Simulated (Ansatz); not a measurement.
# NbRu3: stiffness from a series of strains

```xyz
4
Lattice="3.8800 0.0000 0.0000 0.0000 3.8800 0.0000 0.0000 0.0000 3.8800" Properties=species:S:1:pos:R:3 pbc="T T T"
Nb    0.0000    0.0000    0.0000
Ru    0.0000    1.9400    1.9400
Ru    1.9400    0.0000    1.9400
Ru    1.9400    1.9400    0.0000
```

Atom numbers follow the list: Nb1, Ru2, Ru3, Ru4.

The cell comes from COD entry 2310239, which wasn't checked; take it as a given geometry.

Spin polarisation is left out, and whether a magnetic state lies lower isn't shown here.

Theory: Ansatz 0.2.0, DFT, LDA, all-electron LAPW, scalar-relativistic.

Sampling and basis: a Γ-centred 9×9×9 k mesh, Fermi–Dirac smearing of 0.05 eV, basis error target 1 meV/atom, no spin polarisation.

The strain is applied along the Cartesian axes of the cell as listed (γ is the engineering shear, twice εxy = εyz = εzx). Fractional coordinates are held (clamped ions).

σ is the change of stress from the unstrained cell, which is at -11.39 GPa; tension is positive, so slopes are stress–strain coefficients at that pressure. In a metal the k mesh adds noise.

Only quantities that a quadratic follows smoothly over the whole series are listed; rougher ones are left out.

```
      γ  σxy (GPa)
-0.0200      -3.19
 0.0000       0.00
 0.0100       1.58
 0.0200       3.23
```

Question: Fit the series and read off the stiffness at zero strain.

Answer: Least-squares fits y = p0 + p1 x + p2 x² to the rows give σxy (GPa): p1 = 160, p2 = 77. So C44 (clamped ions) = 160 GPa.

Question: One run, at γ = -0.0100, is withheld. Predict its row.

Answer: The fits give -1.61; the run gave -1.56.
